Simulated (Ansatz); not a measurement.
Relaxation of Hf₃N₂

Method: DFT PBEsol, scalar-relativistic, plane waves, PAW in Ansatz. (420 eV cutoff, 12×12×12 k-mesh, Gaussian smearing of 0.10 eV, no spin polarisation)

What was changed: relaxed at -2 GPa.

Spin–orbit coupling is left out, which can shift energies with elements as heavy as these.

Command:

```bash
ansatz run input.yaml --threads 1 --pin off --max-ram 2560MiB --backend cpu --events-out ev --progress --plain --runs-dir out
```

Input:

```yaml
crystal:
  lattice:
    - [1.6068513764, 0.9277160747, 7.7573182194]
    - [-1.6068513764, 0.9277160747, 7.7573182194]
    - [0.0, -1.8554321494, 7.7573182194]
  atoms:
    - { symbol: Hf, position: [0.778975136, 0.778975136, 0.778975136] }
    - { symbol: Hf, position: [0.221024864, 0.221024864, 0.221024864] }
    - { symbol: Hf, position: [0.0, 0.0, 0.0] }
    - { symbol: "N", position: [0.6111305274, 0.6111305274, 0.6111305274] }
    - { symbol: "N", position: [0.3888694726, 0.3888694726, 0.3888694726] }
basis:
  ecutwfc: 420
kpoints:
  mp_grid: { grid: [12, 12, 12] }
hamiltonian:
  xc: pbesol
scf:
  occupations: { method: gaussian, width: 0.1 }
output:
  forces: true
  stress: true
  eigenvalues: true
relax:
  adjacent_minimum: "off"
  f_tol: 0.008
  max_steps: 50
  cell: { stress_tol: 0.08, p_target: -2.0 }
```

F is the free energy. Steps run on the plane waves of an earlier cell, but the last one, and at times one on the way, on a freshly chosen basis, so a repeated geometry can differ a little in energy. The relaxation lowers the enthalpy F + PV at the target pressure, so F itself can rise.

At step 2 F + PV rises: a step can overshoot before the optimiser corrects it.

Steps:

| step | F − F(1) (eV) | largest force component (eV/Å) | V (Å³/atom) | P (GPa) |
| --- | --- | --- | --- | --- |
| 1 | 0.0000 | 0.087 | 13.877 | -4.25 |
| 2 | -0.0066 | 0.435 | 13.504 | 1.33 |
| 3 | -0.0144 | 0.036 | 13.749 | -2.18 |
| 4 | -0.0151 | 0.011 | 13.741 | -2.01 |
| 5 | -0.0152 | 0.005 | 13.740 | -1.99 |
| 6 | -0.0137 | 0.005 | 13.740 | -2.01 |

Relaxed structure:

```yaml
crystal:
  lattice:
    - [1.60162, 0.92470, 7.73095]
    - [-1.60162, 0.92470, 7.73095]
    - [0.00000, -1.84939, 7.73095]
  atoms:
    - { symbol: Hf, position: [0.77886, 0.77886, 0.77886] }
    - { symbol: Hf, position: [0.22114, 0.22114, 0.22114] }
    - { symbol: Hf, position: [0.00000, 0.00000, 0.00000] }
    - { symbol: N, position: [0.61121, 0.61121, 0.61121] }
    - { symbol: N, position: [0.38879, 0.38879, 0.38879] }
```

It takes space group R-3m (No. 166, trigonal). The conventional cell has a = 3.203 Å, b = 3.203 Å, c = 23.193 Å, α = 90.00°, β = 90.00°, γ = 120.00°. Hf (site symmetry 3m) is surrounded by 3 N at 2.27 Å. Hf (site symmetry -3m) is surrounded by 6 N at 2.25 Å. N (site symmetry 3m) is surrounded by 6 Hf at 2.25 to 2.27 Å.

The run converged. The run took 5.1 min on 1 thread of Arm Neoverse V1, with other jobs on the host, peak memory 0.72 GiB.